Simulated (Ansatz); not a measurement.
BeS:
```
BeS
1.0
    0.00000     2.43417     2.43417
    2.43417     0.00000     2.43417
    2.43417     2.43417     0.00000
Be S
1 1
Cartesian
  0.00000   0.00000   0.00000
  1.21709   1.21709   1.21709
```

x, y and z are the axes in which the lattice vectors are written.

### Question
Give the proper piezoelectric stress tensor with relaxed ions from DFT-r²SCAN in the program Ansatz with PAW potentials.

### Answer
In C/m², rows x, y, z, Voigt columns; mesh uncertainty up to 0.00.
```
 0.00   0.00   0.00  -0.24   0.00   0.00
 0.00   0.00   0.00   0.00  -0.24   0.00
 0.00   0.00   0.00   0.00   0.00  -0.24
```

The elastic tensor of the same run (GPa):

```
 165  63.9  63.9   0.0   0.0   0.0
63.9   165  63.9   0.0   0.0   0.0
63.9  63.9   165   0.0   0.0   0.0
 0.0   0.0   0.0  87.3   0.0   0.0
 0.0   0.0   0.0   0.0  87.3   0.0
 0.0   0.0   0.0   0.0   0.0  87.3
```

### Question
Convert to strain constants d = e·S.

### Answer
In pC/N:
```
 0.0   0.0   0.0  -2.7   0.0   0.0
 0.0   0.0   0.0   0.0  -2.7   0.0
 0.0   0.0   0.0   0.0   0.0  -2.7
```

Space group F-43m (zinc blende). Symmetry was held in the r²SCAN relaxation. Signs of piezoelectric constants follow the polarity of the cell as given.

Potentials: the earlier of the program's two PAW sets. The files were generated under PBE; for other functionals the program regenerates the frozen cores, and for LDA and PBEsol the local potential too.
